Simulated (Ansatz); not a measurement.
Rough cost of magnetic runs on GdAl (Pm-3m) in Ansatz 0.2.0, 2 threads of Arm Neoverse V2, on a shared host.

```xyz
2
Lattice="3.6280 0.0000 0.0000 0.0000 3.6280 0.0000 0.0000 0.0000 3.6280" Properties=species:S:1:pos:R:3 pbc="T T T"
Gd    0.0000    0.0000    0.0000
Al    1.8140    1.8140    1.8140
```

```csv
run,"functional, mesh",k points solved,bands,iterations,wall time (s),peak memory (GiB)
PAW: spiral at 0.6 of the way from Γ to X,"LDA, 10×10×10",105,30,17,60,0.57
LAPW: spiral at q = 0,"LDA, 10×10×10",56,52,15,110,0.67
PAW: spiral at q = 0,"LDA, 10×10×10",56,30,16,28,0.45
LAPW: spiral at 0.4 of the way from Γ to X,"LDA, 10×10×10",126,52,15,250,1
PAW: spiral at 1 of the way from Γ to X,"LDA, 10×10×10",105,30,17,64,0.57
LAPW: spiral at 0.8 of the way from Γ to X,"LDA, 10×10×10",126,52,15,260,1
PAW: cone of 30 degrees at 0.6 of the way from Γ to X,"LDA, 10×10×10",1000,30,24,770,2.7
PAW: spiral at 0.8 of the way from Γ to X,"LDA, 10×10×10",126,30,17,74,0.62
PAW: free moments from the typed start,"LDA, 10×10×10",56,18,10,6,0.4
```

Problem. Roughly how much dearer is an iteration by LAPW than by PAW among the runs with the first row's mesh and spin treatment (non-collinear)?

Solution. About 4 times (medians of wall time over iterations; times from a shared host are rough).

Runs with the default search for lower states can spend part of their time in further cycles.
